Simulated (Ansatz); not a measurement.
Name crystals whose computed values (plane-wave PAW PBEsol (Ansatz code)) fall in these windows: Θ_D (K) 260 to 360; G_Hill (GPa) 31 to 40.



```
crystal                                     Θ_D (K)  G_Hill (GPa)
------------------------------------------  -------  ------------
FeBiO3, R3c (Bi on 6a, Fe on 6a, O on 18b)      303          37.0
V, bcc (W type)                                 336          35.7
ZnCu2SnS4, I-4 (Pearson symbol tI16)            321          31.4
Ti3Sb, A15 (Cr3Si type)                         308          35.9
Ba2SrWO6, C2/m (Pearson symbol mS20)            307          35.9
```
Others may fit too.

Spin orders computed, not proven ground states: FeBiO3, R3c (Bi on 6a, Fe on 6a, O on 18b) antiferromagnetic. Standing as an ambient phase not checked: Ti3Sb, A15 (Cr3Si type); Ba2SrWO6, C2/m (Pearson symbol mS20). Began spin-polarised and lost the moments: V, bcc (W type). All cells were relaxed under the symmetry of their starts (and spin orders); stability against distortions was not tested throughout. Cells of antiferromagnets are given as chemical subcells. Rows with no word on spin ran without spin polarisation. No Hubbard U is applied. Scalar-relativistic: spin–orbit coupling is off unless named, which matters more the heavier the elements.

Potentials: the later of the program's two PAW sets.
